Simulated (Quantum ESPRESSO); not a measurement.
```
AlAs
1.0
    0.00000     2.83790     2.83790
    2.83790     0.00000     2.83790
    2.83790     2.83790     0.00000
Al As
1 1
Direct
  0.00000   0.00000   0.00000
  0.75000   0.75000   0.75000
```
The cell comes from the Materials Project (a computed structure). It is AlAs in F-43m. Stability against distortions was not tested.

With PBE (σ by GIPAW in a modified build of Quantum ESPRESSO; JTH PAW datasets, 20 Ha):

```
quantity           PBE
--------------  ------
σ_iso Al (ppm)   395.9
σ_iso As (ppm)  1564.4
```

These are absolute shieldings with no macroscopic susceptibility term; δ = σ_ref − σ needs a reference computed alike. In our sweeps, cutoffs and meshes of this size left a few ppm, and up to some 20 ppm on atoms from Zn on. No d partial waves on Al: the paramagnetic term there is incompletely reconstructed. Static lattice: thermal averaging is not included.

**Question.** What does the LDA, on its own JTH datasets and the same geometry, give?

**Answer.** 
```
quantity           LDA  LDA − PBE
--------------  ------  ---------
σ_iso Al (ppm)   377.0      -18.9
σ_iso As (ppm)  1464.8      -99.5
```
